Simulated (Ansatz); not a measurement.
Data:

TiSeS:
```xyz
3
Lattice="3.4777 0.0000 0.0000 -1.7389 3.0118 0.0000 0.0000 0.0000 5.9917" Properties=species:S:1:pos:R:3 pbc="T T T"
Ti     0.0000     2.0079     5.9053
Se     1.7389     1.0039     1.5031
S      0.0000     0.0000     4.5749
```

This is the r²SCAN+D4-relaxed structure.

Q: All from DFT-r²SCAN+D4 in the program Ansatz with PAW potentials, unless another level is named. Predict the electronic character.

A: metallic (no gap).

Q: What about the density of states at the Fermi level?

A: 0.08 states/eV per atom (mean over ±0.08 eV).

Q: Predict the formation energy from the elements (no fitted shifts).

A: -1.42 eV/atom.

Q: Next, the gap with spin–orbit coupling?

A: none (metallic).

Q: And the Z2 indices of the occupied bands with spin–orbit coupling?

A: 0;(000).

Space group P3m1. The first step of the workflow began from a Materials Project structure, measured or hypothetical; the Crystallography Open Database copy checked does not list it. Its standing as an ambient phase is unchecked. The r²SCAN+D4 relaxation kept the symmetry of its start; whether a distortion lowers the energy is not shown. The run is not spin-polarised. The references are the lowest solids computed at this level, not always the standard phases. Spin–orbit coupling is left out wherever it is not named.

Potentials: the later of the program's two PAW sets.
